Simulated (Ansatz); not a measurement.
NbIr:
```xyz
2
Lattice="0.0000 2.6356 2.6356 2.6356 0.0000 2.6356 2.6356 2.6356 0.0000" Properties=species:S:1:pos:R:3 pbc="T T T"
Ir     0.0000     0.0000     0.0000
Nb     2.6356     2.6356     2.6356
```

Relaxed with PBE. Special points in fractions of this cell's reciprocal vectors: Γ (0.000, 0.000, 0.000); X (0.500, 0.000, 0.500); U (0.625, 0.250, 0.625); K (0.375, 0.375, 0.750); L (0.500, 0.500, 0.500); W (0.500, 0.250, 0.750).

Question: List the band energies nearest the Fermi level at these points for PBE in the plane-wave PAW code Ansatz.

Answer: In eV from the Fermi level; about four levels below and three above (degenerate sets whole), none deeper than 8.9 eV; points with the same levels are listed once.

```
k                          below           above
-  -----------------------------  --------------
Γ  -5.06 -5.06 -4.51 -4.51 -4.51  2.84 2.84 2.84
X        -3.63 -1.54 -1.54 -0.58  1.56 1.56 2.96
U        -3.85 -3.55 -3.06 -1.92  0.24 1.36 1.37
L  -1.86 -1.86 -1.17 -1.17 -0.66  0.98 0.98 2.85
W        -4.06 -2.36 -1.52 -0.51  1.20 1.20 1.52
```

Space group Fm-3m (rock salt). The start of the workflow was typed in or built on a structure type; neither database checked (COD, Materials Project) lists it. COD files the formula under space group No. 123, so this cell is another polymorph or a model. Whether it is the stable phase at ambient conditions was not checked. The PBE relaxation kept the symmetry of its start; whether a distortion lowers the energy is not shown. The run is not spin-polarised. Scalar-relativistic: spin–orbit coupling is off unless named, which matters more the heavier the elements.

Potentials: the earlier of the program's two PAW sets.
